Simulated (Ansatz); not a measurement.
Level of theory: Ansatz, DFT PBE, scalar-relativistic, plane waves, PAW. All cells share a 420 eV cutoff and Γ-centred k meshes spaced at most about 0.3 Å⁻¹ (about 0.25 or finer for metals, 2π included). No spin polarisation in the final relaxations.

These are static total energies at zero pressure. All come from trial cells, and lower structures may exist.

Problem. These unrelaxed guesses for In4TeS are each relaxed within their symmetry. Order them by the energy at which they end, lowest first.
A.

```
In Te S
1.0
     4.86166    0.00000    0.00000
     0.00000    4.86166    0.00000
     0.00000    0.00000    6.77377
In Te S
4 1 1
Cartesian
  0.0000 2.4308 1.2385
  2.4308 0.0000 5.5352
  0.0000 2.4308 5.5352
  2.4308 0.0000 1.2385
  0.0000 0.0000 0.0000
  0.0000 0.0000 3.3869
```

B.

```
In Te S
1.0
     6.52648    0.00000    0.00000
    -3.26324    5.65209    0.00000
     0.00000    0.00000    4.91051
In Te S
4 1 1
Direct
  0.51833 0.48167 0.50000
  0.51833 0.03666 0.50000
  0.96334 0.48167 0.50000
  0.33333 0.66667 0.00000
  0.00000 0.00000 0.50000
  0.33333 0.66667 0.50000
```

C.

```
In Te S
1.0
     3.55241    0.00000    0.00000
     0.00000    3.55241    0.00000
     0.00000    0.00000   13.62761
In Te S
4 1 1
Direct
  0.50000 0.50000 0.18097
  0.00000 0.00000 0.65245
  0.00000 0.00000 0.34755
  0.50000 0.50000 0.81903
  0.00000 0.00000 0.00000
  0.50000 0.50000 0.50000
```

D.

```
In Te S
1.0
     4.67688   -4.71730    0.00000
     4.67688    4.71730    0.00000
     0.00000    0.00000    4.18562
In Te S
4 1 1
Direct
  0.79590 0.20410 0.50000
  0.30724 0.30724 0.00000
  0.69276 0.69276 0.00000
  0.20410 0.79590 0.50000
  0.50000 0.50000 0.50000
  0.00000 0.00000 0.00000
```

Solution. C (ends in P4/mmm, 0 meV/atom), A (ends in P4/mmm, 40 meV/atom), D (ends in Cmmm, 204 meV/atom), B (ends in P-6m2, 0.46 eV/atom).

No dispersion correction is applied, so the spacing and binding between layers, chains or molecules are poorly described (P4/mmm at 28.0 Å³/atom, Cmmm), and this can change margins and order among such cells. These runs have no spin–orbit coupling, which can matter for Te. A magnetic state wasn't ruled out in cells without spin, among them P-6m2. Cells relaxed within their symmetry can be saddle points. Some structure types and database cells were kept out of the candidates from the start, so a known form may be missing.
